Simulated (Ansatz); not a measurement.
Sc₅AlN₆ (P-3m1) at 2 levels of theory

One geometry, relaxed with PBE; plane waves with PAW potentials in Ansatz, scalar-relativistic. No spin polarisation. Gaps are the least over mesh and band path; pressure is positive in compression.

Space group P-3m1 (No. 164). a = 3.147 Å, b = 3.147 Å, c = 15.362 Å, α = 90.00°, β = 90.00°, γ = 120.00°
| atom | site | symmetry | x | y | z |
| --- | --- | --- | --- | --- | --- |
| Sc | 2d | 3m. | 0.3333 | 0.6667 | 0.8295 |
| Sc | 2d | 3m. | 0.6667 | 0.3333 | 0.6587 |
| Sc | 1a | -3m. | 0.0000 | 0.0000 | 0.0000 |
| Al | 1b | -3m. | 0.0000 | 0.0000 | 0.5000 |
| N | 2c | 3m. | 0.0000 | 0.0000 | 0.7442 |
| N | 2d | 3m. | 0.3333 | 0.6667 | 0.5737 |
| N | 2d | 3m. | 0.3333 | 0.6667 | 0.0853 |

| level | cutoff (eV) | k mesh | gap (eV) | pressure (GPa) |
| --- | --- | --- | --- | --- |
| PBE | 420 | 12×12×4 | 0.14 | 0.0 |

Question: What comes out on the same cell with LDA?

Answer:
```csv
level,cutoff (eV),k mesh,gap (eV),pressure (GPa)
LDA,420,12×12×4,0.03,-11.4
```

The structure comes from a generated guess; another structure or a mixture of phases may lie lower.
